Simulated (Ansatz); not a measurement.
Starting cell, Re (hcp, Mg type):

```yaml
crystal:
  lattice:
    - [2.77518, 0.00000, 0.00000]
    - [-1.38759, 2.40338, 0.00000]
    - [0.00000, 0.00000, 4.48302]
  atoms:
    - { symbol: Re, position: [0.33333, 0.66667, 0.75000] }
    - { symbol: Re, position: [0.66667, 0.33333, 0.25000] }
```

Scan: atom 2 (Re, nearest neighbour Re at 2.755 Å; its periodic images, 2.8 Å or more away, move with it) is displaced along Cartesian [110], direction (0.707, 0.707, 0.000) in Cartesian axes, by s. The other atoms stay.

These are PBE (plane waves to 420 eV, PAW, scalar-relativistic; Ansatz, a first-principles code) values and carry that method's errors. k mesh 15×15×9 (Γ-centred), Fermi-Dirac smearing 0.05 eV. E stands for the smeared free energy. Compression counts positive. With partly filled bands, energies and forces of such displacements shift with the k mesh and the smearing. F∥ is the force on the atom along that direction. F⊥ is the part of the force across the line. Re is run without spin polarisation. Re was relaxed with its symmetry unable to fall. Spin-orbit coupling is left out, though Re is heavy. The PAW data are Ansatz's earlier set. ΔE is measured from the undisplaced structure.

```
s (Å)   ΔE (meV/cell)  P (GPa)  |F⊥| (eV/Å)  F∥ (eV/Å)
------  -------------  -------  -----------  ---------
-0.280            165      2.2        0.034      1.070
-0.224            110      1.5        0.024      0.899
-0.168             64      0.9        0.006      0.718
-0.112             30      0.5        0.009      0.512
-0.056              8      0.1        0.007      0.272
0.000               0      0.0        0.000      0.000
0.056               7      0.1        0.006     -0.261
0.112              29      0.5        0.006     -0.517
0.168              65      1.1        0.009     -0.752
0.224             114      2.0        0.034     -0.986
0.280             175      3.1        0.084     -1.221
```

Derived quantities:

The energy at s = 0.280 Å is 175 meV/cell, the force along the line at s = -0.280 Å comes out as 1.07 eV/Å and the force constant k = d²E/ds² at s = 0 (finite differences) comes out as 4.82 eV/Å². The zone-centre optical wavenumber from k is 119 cm⁻¹. Symmetry of the curve: not even: the positive side lies higher at ±0.280 Å. Shape of the curve: a single well with its minimum at or next to zero displacement. Harmonic estimate at the end of the scan: ½ks² = 189 meV/cell against the computed 175 meV/cell, so the well is softer than harmonic there.

(For displaced atoms, the force is minus the slope of the energy, and its curvature is a force constant, which sets phonon frequencies.)
